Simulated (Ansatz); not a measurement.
Values for one crystal, relaxed and computed with the program Ansatz at the LDA level (PAW); other levels are named.

Volume per atom: 10.79 Å³
Band gap: 3.99 eV (indirect)
Electron effective mass: 0.55, 0.55, 2.1 mₑ (principal values)
Valence-band maximum: at A
Conduction-band minimum: at Γ
Bulk modulus (Birch–Murnaghan fit): 203 GPa
Formation energy from the elements (no fitted shifts): -3.61 eV/atom

Pick the material that matches.
A. MgO, P6_3/mmc (Mg on 2c, O on 2d)
B. ZrO2, P4_2/nmc (Zr on 2a, O on 4d)
C. BaTiO3, R3m (Ba on 3a, Ti on 3a, O on 9b)
D. SiO2, rutile

B, ZrO2, P4_2/nmc (Zr on 2a, O on 4d)

This is a known high-temperature phase of the composition, computed here at zero pressure and temperature. The cell was relaxed with LDA under the symmetry of its start; its stability against distortions is not shown here. The run is not spin-polarised. The references are the lowest solids computed at this level, not always the standard phases (solids in place of the gases). Spin–orbit coupling is left out wherever it is not named.

Potentials: the earlier of the program's two PAW sets.
